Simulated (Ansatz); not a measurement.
The elements of this relaxed trial crystal are hidden behind letters.

```
lattice vectors (Å)
   0.0000    3.0325    3.0325
   3.0325    0.0000    3.0325
   3.0325    3.0325    0.0000
fractional positions
X 0.0000 0.0000 0.0000
Z 0.7500 0.7500 0.7500
Z 0.5000 0.5000 0.5000
```

All numbers below come from Ansatz, DFT PBE, scalar-relativistic, plane waves, PAW. The final run on the 3-atom cell used 420 eV, a Γ-centred 14×14×14 mesh, 0.10 eV smearing and no spin polarisation.

| Property | Result |
| --- | --- |
| Space group | F-43m (No. 216) |
| Conventional cell | a = 6.065 Å |
| Volume per atom | 18.59 Å³ |
| Density | 9.44 g/cm³ |
| Formation energy | +0.48 eV/atom |
| Gap on the 14×14×14 mesh of the 3-atom cell | 0 eV (a metal) |

Energies are uncorrected and count from the elements' standard states at the same level.

Question: X is a p-block element of period 5 and Z is a d-block element of period 5. Which elements are they?

Answer: X = In, Z = Ru, so the formula is InRu2. Density times volume gives a mean mass of 9.44 × 18.59/1.6605 = 105.7 u per atom, and this set has 105.7 u. In has 4 Ru at 2.63 Å and 6 Ru at 3.03 Å; Ru on its first site has 4 In at 2.63 Å and 4 Ru at 2.63 Å; Ru on its second site has 4 Ru at 2.63 Å and 6 In at 3.03 Å. Other sets within the hints have nearly the same mass, so mass alone doesn't settle it; this one was computed.

A structure relaxed within its symmetry needn't be a true minimum. Another cell of InRu2 relaxed alike, in I4/mmm, lies 0.39 eV/atom lower, so this cell isn't the stable form at this level.
